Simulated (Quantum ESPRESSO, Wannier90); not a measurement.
# Wannier functions of RbAlF₄ (P4/mmm)

Structure: Materials Project mp-5479, symmetrised, not relaxed again. COD (Crystallography Open Database) has the formula in 4 space groups, this one among them (matched by group alone). Level: PBEsol, spinors with spin-orbit coupling; pw.x of Quantum ESPRESSO at 68 Ry with PseudoDojo potentials, 6×6×4 k-points, Wannier90. Density: 8×8×6 mesh, cold smearing 0.01 Ry.

On the energy scale of pw.x, whose zero is arbitrary, the valence-band maximum lies at 2.00 eV.

Input w.win:

```
num_bands = 30
num_wann = 30
exclude_bands = 1-10,41-74
spinors = true
num_iter = 1000
conv_tol = 1.0e-6
conv_window = 4
write_hr = true
write_u_matrices = true
auto_projections = true
begin unit_cell_cart
ang
    3.6466200000    0.0000000000    0.0000000000
    0.0000000000    3.6466200000    0.0000000000
    0.0000000000    0.0000000000    6.2733200000
end unit_cell_cart
begin atoms_frac
Rb   0.0000000000  0.0000000000  0.0000000000
Al   0.5000000000  0.5000000000  0.5000000000
F    0.5000000000  0.5000000000 -0.2183700000
F    0.5000000000  0.5000000000  0.2183700000
F    0.5000000000  0.0000000000  0.5000000000
F    0.0000000000  0.5000000000  0.5000000000
end atoms_frac
mp_grid = 6 6 4
begin kpoints
0.0000000000 0.0000000000 0.0000000000
0.0000000000 0.0000000000 0.2500000000
0.0000000000 0.0000000000 0.5000000000
... (141 more lines: the 6x6x4 mesh through Gamma)
end kpoints
```

Input of pw2wannier90.x that gives the overlap and projection files (equivalent; here they were cut from one run over all bands):

```
&inputpp
  outdir = './out'
  prefix = 'pwscf'
  seedname = 'w'
  write_amn = .true.
  write_mmn = .true.
  atom_proj = .true.
  atom_proj_exclude = 1 2 9 10 11 12 13 14 15 16 17 18 19 20 27 28 35 36 43 44
/
```

Output w.wout (banner and timings cut):

```
                                    ------
                                    SYSTEM
                                    ------

                              Lattice Vectors (Ang)
                    a_1     3.646620   0.000000   0.000000
                    a_2     0.000000   3.646620   0.000000
                    a_3     0.000000   0.000000   6.273320

                   Unit Cell Volume:      83.42159  (Ang^3)

                        Reciprocal-Space Vectors (Ang^-1)
                    b_1     1.723016   0.000000   0.000000
                    b_2     0.000000   1.723016   0.000000
                    b_3     0.000000   0.000000   1.001573

 *----------------------------------------------------------------------------*
 |   Site       Fractional Coordinate          Cartesian Coordinate (Ang)     |
 +----------------------------------------------------------------------------+
 | rb   1   0.00000   0.00000   0.00000   |    0.00000   0.00000   0.00000    |
 | al   1   0.50000   0.50000   0.50000   |    1.82331   1.82331   3.13666    |
 | f    1   0.50000   0.50000  -0.21837   |    1.82331   1.82331  -1.36990    |
 | f    2   0.50000   0.50000   0.21837   |    1.82331   1.82331   1.36990    |
 | f    3   0.50000   0.00000   0.50000   |    1.82331   0.00000   3.13666    |
 | f    4   0.00000   0.50000   0.50000   |    0.00000   1.82331   3.13666    |
 *----------------------------------------------------------------------------*
                                ------------
                                K-POINT GRID
                                ------------

             Grid size =  6 x  6 x  4      Total points =  144

 *---------------------------------- MAIN ------------------------------------*
 |  Number of Wannier Functions               :                30             |
 |  Number of Objective Wannier Functions     :                30             |
 |  Number of input Bloch states              :                30             |
 |  Output verbosity (1=low, 5=high)          :                 1             |
 |  Timing Level (1=low, 5=high)              :                 1             |
 |  Optimisation (0=memory, 3=speed)          :                 3             |
 |  Length Unit                               :               Ang             |
 |  Post-processing setup (write *.nnkp)      :                 F             |
 |  Using Gamma-only branch of algorithms     :                 F             |
 *----------------------------------------------------------------------------*
 *------------------------------- WANNIERISE ---------------------------------*
 |  Total number of iterations                :              1000             |
 |  Number of CG steps before reset           :                 5             |
 |  Trial step length for line search         :             2.000             |
 |  Convergence tolerence                     :         0.100E-05             |
 |  Convergence window                        :                 4             |
 |  Iterations between writing output         :                 1             |
 |  Iterations between backing up to disk     :               100             |
 |  Write r^2_nm to file                      :                 F             |
 |  Write xyz WF centres to file              :                 F             |
 |  Write on-site energies <0n|H|0n> to file  :                 F             |
 |  Use guiding centre to control phases      :                 F             |
 |  Use phases for initial projections        :                 F             |
 *----------------------------------------------------------------------------*
 *-------------------------------- PLOTTING ----------------------------------*
 |  Plotting Hamiltonian in WF basis          :                 T             |
 *----------------------------------------------------------------------------*

       ... (k-mesh section left out)

 Starting a new Wannier90 calculation ...

 Reading overlaps from w.mmn

 Reading projections from w.amn

 *------------------------------- WANNIERISE ---------------------------------*
 +--------------------------------------------------------------------+<-- CONV
 | Iter  Delta Spread     RMS Gradient      Spread (Ang^2)            |<-- CONV
 +--------------------------------------------------------------------+<-- CONV

 ------------------------------------------------------------------------------
 Initial State
  WF centre and spread    1  ( -0.000000, -0.000000, -0.000000 )     0.97381679
  WF centre and spread    2  ( -0.000000,  0.000000,  0.000000 )     0.97319002
  WF centre and spread    3  (  0.000000,  0.000000, -0.000000 )     0.97319002
  WF centre and spread    4  (  0.000000,  0.000000, -0.000000 )     0.97381679
  WF centre and spread    5  (  0.000000,  0.000000, -0.000000 )     0.93163550
  WF centre and spread    6  ( -0.000000, -0.000000,  0.000000 )     0.93163550
  WF centre and spread    7  (  1.823310,  1.823310, -1.387460 )     0.60104945
  WF centre and spread    8  (  1.823310,  1.823310, -1.385927 )     0.60261716
  WF centre and spread    9  (  1.823310,  1.823310, -1.385927 )     0.60261716
  WF centre and spread   10  (  1.823310,  1.823310, -1.387460 )     0.60104945
  WF centre and spread   11  (  1.823310,  1.823310, -1.386454 )     0.59826583
  WF centre and spread   12  (  1.823310,  1.823310, -1.386454 )     0.59826583
  WF centre and spread   13  (  1.823310,  1.823310,  1.387460 )     0.60104945
  WF centre and spread   14  (  1.823310,  1.823310,  1.385927 )     0.60261716
  WF centre and spread   15  (  1.823310,  1.823310,  1.385927 )     0.60261716
  WF centre and spread   16  (  1.823310,  1.823310,  1.387460 )     0.60104945
  WF centre and spread   17  (  1.823310,  1.823310,  1.386454 )     0.59826583
  WF centre and spread   18  (  1.823310,  1.823310,  1.386454 )     0.59826583
  WF centre and spread   19  (  1.823310, -0.000000,  3.136660 )     0.57801972
  WF centre and spread   20  (  1.823310,  0.000000,  3.136660 )     0.56286565
  WF centre and spread   21  (  1.823310, -0.000000,  3.136660 )     0.56286565
  WF centre and spread   22  (  1.823310,  0.000000,  3.136660 )     0.57801972
  WF centre and spread   23  (  1.823310, -0.000000,  3.136660 )     0.56757380
  WF centre and spread   24  (  1.823310,  0.000000,  3.136660 )     0.56757380
  WF centre and spread   25  (  0.000000,  1.823310,  3.136660 )     0.57801972
  WF centre and spread   26  (  0.000000,  1.823310,  3.136660 )     0.56286565
  WF centre and spread   27  (  0.000000,  1.823310,  3.136660 )     0.56286565
  WF centre and spread   28  (  0.000000,  1.823310,  3.136660 )     0.57801972
  WF centre and spread   29  (  0.000000,  1.823310,  3.136660 )     0.56757380
  WF centre and spread   30  ( -0.000000,  1.823310,  3.136660 )     0.56757380
  Sum of centres and spreads ( 32.819580, 32.819580, 37.639920 )    19.79885109

      0     0.198E+02     0.0000000000       19.7988510444  <-- CONV
        O_D=      0.0001809 O_OD=      0.0867058 O_TOT=     19.7988510 <-- SPRD
 ------------------------------------------------------------------------------
      1    -0.208E-01     0.0748632291       19.7780380595  <-- CONV
        O_D=      0.0001931 O_OD=      0.0658806 O_TOT=     19.7780381 <-- SPRD
      2    -0.223E-02     0.0419508128       19.7758090718  <-- CONV
        O_D=      0.0001760 O_OD=      0.0636687 O_TOT=     19.7758091 <-- SPRD
      3    -0.320E-03     0.0196628282       19.7754886485  <-- CONV
        O_D=      0.0001719 O_OD=      0.0633524 O_TOT=     19.7754886 <-- SPRD
      4    -0.754E-04     0.0108914706       19.7754132275  <-- CONV
        O_D=      0.0001706 O_OD=      0.0632783 O_TOT=     19.7754132 <-- SPRD
      5    -0.365E-04     0.0066622093       19.7753766863  <-- CONV
        O_D=      0.0001708 O_OD=      0.0632416 O_TOT=     19.7753767 <-- SPRD
       ... (lines left out)
     13    -0.208E-06     0.0005647469       19.7753278906  <-- CONV
        O_D=      0.0001704 O_OD=      0.0631932 O_TOT=     19.7753279 <-- SPRD
     14    -0.179E-06     0.0004755317       19.7753277115  <-- CONV
        O_D=      0.0001704 O_OD=      0.0631930 O_TOT=     19.7753277 <-- SPRD
     15    -0.291E-06     0.0004691579       19.7753274200  <-- CONV
        O_D=      0.0001704 O_OD=      0.0631927 O_TOT=     19.7753274 <-- SPRD
             <<<     Delta < 1.000E-06  over  4 iterations     >>>
             <<< Wannierisation convergence criteria satisfied >>>
 Final State
  WF centre and spread    1  ( -0.000000, -0.000000, -0.000000 )     0.97736148
  WF centre and spread    2  ( -0.000000,  0.000000,  0.000000 )     0.97636893
  WF centre and spread    3  (  0.000000,  0.000000, -0.000000 )     0.97636893
  WF centre and spread    4  (  0.000000,  0.000000, -0.000000 )     0.97736148
  WF centre and spread    5  (  0.000000,  0.000000, -0.000000 )     0.93441426
  WF centre and spread    6  ( -0.000000, -0.000000,  0.000000 )     0.93441426
  WF centre and spread    7  (  1.823310,  1.823310, -1.387699 )     0.59680171
  WF centre and spread    8  (  1.823310,  1.823310, -1.386013 )     0.59941160
  WF centre and spread    9  (  1.823310,  1.823310, -1.386013 )     0.59941160
  WF centre and spread   10  (  1.823310,  1.823310, -1.387699 )     0.59680171
  WF centre and spread   11  (  1.823310,  1.823310, -1.386625 )     0.59440119
  WF centre and spread   12  (  1.823310,  1.823310, -1.386625 )     0.59440119
  WF centre and spread   13  (  1.823310,  1.823310,  1.387699 )     0.59680171
  WF centre and spread   14  (  1.823310,  1.823310,  1.386013 )     0.59941160
  WF centre and spread   15  (  1.823310,  1.823310,  1.386013 )     0.59941160
  WF centre and spread   16  (  1.823310,  1.823310,  1.387699 )     0.59680171
  WF centre and spread   17  (  1.823310,  1.823310,  1.386625 )     0.59440119
  WF centre and spread   18  (  1.823310,  1.823310,  1.386625 )     0.59440119
  WF centre and spread   19  (  1.823310, -0.000000,  3.136660 )     0.57841213
  WF centre and spread   20  (  1.823310,  0.000000,  3.136660 )     0.56294582
  WF centre and spread   21  (  1.823310, -0.000000,  3.136660 )     0.56294582
  WF centre and spread   22  (  1.823310,  0.000000,  3.136660 )     0.57841213
  WF centre and spread   23  (  1.823310, -0.000000,  3.136660 )     0.56778708
  WF centre and spread   24  (  1.823310,  0.000000,  3.136660 )     0.56778708
  WF centre and spread   25  (  0.000000,  1.823310,  3.136660 )     0.57841213
  WF centre and spread   26  (  0.000000,  1.823310,  3.136660 )     0.56294582
  WF centre and spread   27  (  0.000000,  1.823310,  3.136660 )     0.56294582
  WF centre and spread   28  (  0.000000,  1.823310,  3.136660 )     0.57841213
  WF centre and spread   29  (  0.000000,  1.823310,  3.136660 )     0.56778708
  WF centre and spread   30  ( -0.000000,  1.823310,  3.136660 )     0.56778708
  Sum of centres and spreads ( 32.819580, 32.819580, 37.639920 )    19.77532747

         Spreads (Ang^2)       Omega I      =    19.711964349
        ================       Omega D      =     0.000170374
                               Omega OD     =     0.063192697
    Final Spread (Ang^2)       Omega Total  =    19.775327420
```
